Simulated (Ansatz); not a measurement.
## A run on CdPtC₆N₆

```yaml
crystal:
  lattice:
    - [0.0, 5.4614, 5.4614]
    - [5.4614, 0.0, 5.4614]
    - [5.4614, 5.4614, 0.0]
  atoms:
    - { symbol: Cd, position: [0.5, 0.5, 0.5] }
    - { symbol: Pt, position: [0.0, 0.0, 0.0] }
    - { symbol: C, position: [0.8165885316, 0.1834114684, 0.8165885316] }
    - { symbol: C, position: [0.8165885316, 0.1834114684, 0.1834114684] }
    - { symbol: C, position: [0.1834114684, 0.8165885316, 0.1834114684] }
    - { symbol: C, position: [0.1834114684, 0.8165885316, 0.8165885316] }
    - { symbol: C, position: [0.8165885316, 0.8165885316, 0.1834114684] }
    - { symbol: C, position: [0.1834114684, 0.1834114684, 0.8165885316] }
    - { symbol: "N", position: [0.7106815679, 0.2893184321, 0.7106815679] }
    - { symbol: "N", position: [0.7106815679, 0.2893184321, 0.2893184321] }
    - { symbol: "N", position: [0.2893184321, 0.7106815679, 0.2893184321] }
    - { symbol: "N", position: [0.2893184321, 0.7106815679, 0.7106815679] }
    - { symbol: "N", position: [0.7106815679, 0.7106815679, 0.2893184321] }
    - { symbol: "N", position: [0.2893184321, 0.2893184321, 0.7106815679] }
kpoints:
  mp_grid: { grid: [5, 5, 5] }
scf:
  occupations: { method: gaussian, width: 0.1 }
hamiltonian:
  xc: pbe
  pseudopotentials: { kind: paw, source: jth }
output:
  forces: true
  stress: true
  populations: true
  efg:
    quadrupole_moments_barn: { "N": 0.02044 }
    contact_densities: true
```

```sh
ansatz run input.yaml --threads 1 --pin off --max-ram 3072MiB --backend cpu --events-out ev --progress --plain --runs-dir out
```

(1) Does this calculation finish, and if not, why?

## Answers

(1) The program refused the input. The program says:

```
Error: no pseudopotential record for Cd at <dir> Nothing was run.
  By this build's list the table `kind: paw`, `source: jth` of `hamiltonian.pseudopotentials` has no Cd in this build's library.
Fix: take Cd from another table that serves this run, or name a record of your own for Cd alone.
  `kind`, and `accuracy` or `source` (`level` with this project's own files alone, `core` of norm-conserving files with no table named), under `hamiltonian.pseudopotentials` apply to every element of the deck. For PBE this build's library has files of Cd, which may not all serve this run, under …
```

Against a sound input the change was `scf.occupations.method`: fermi_dirac → gaussian; `scf.occupations.width`: 0.05 → 0.1; `hamiltonian.pseudopotentials`: {kind: paw} → {kind: paw, source: jth}. The message points to `hamiltonian.pseudopotentials`.

With the sound settings the run converges and gives V_zz (10²¹ V/m²) C -3.82 (η 0.00), N -5.89 (η 0.00), and under 0.004 at the other sites. These hold for the positions as typed, which a relaxation reached. Without spin–orbit coupling the gradients at and beside Pt can be off by some per cent, at some sites by more. The database entry as given showed forces above 3 eV/Å or a pressure above 30 GPa, though relaxing it moves no atom far.
